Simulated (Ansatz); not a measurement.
Given:

TiAl:
```
CELL_PARAMETERS angstrom
      2.76469     0.00000     0.00000
      0.00000     2.76469     0.00000
      0.00000     0.00000     4.00395
ATOMIC_POSITIONS crystal
  Al 0.50000 0.50000 0.50000
  Ti 0.00000 0.00000 0.00000
```

This is the LDA-relaxed structure. Tensor components refer to the Cartesian frame of this cell.

**Question.** All from LDA (plane waves, PAW; program Ansatz), unless another level is named. Estimate the Young's modulus.

**Answer.** 179 GPa.

**Question.** Predict the elastic constants (relaxed ions, GPa).

**Answer.** C11 = 212, C12 = 69.8, C13 = 100, C33 = 180, C44 = 125, C66 = 37.6.

Space group P4/mmm (L1₀ or tetragonal B2). The cell was relaxed with LDA under the symmetry of its start; of distortions, only those at the zone centre were tested. No spin polarisation was allowed. As this level gives no gap, shear constants depend on the k-mesh and smearing (Fermi–Dirac, 0.1 eV here).

Potentials: the later of the program's two PAW sets.
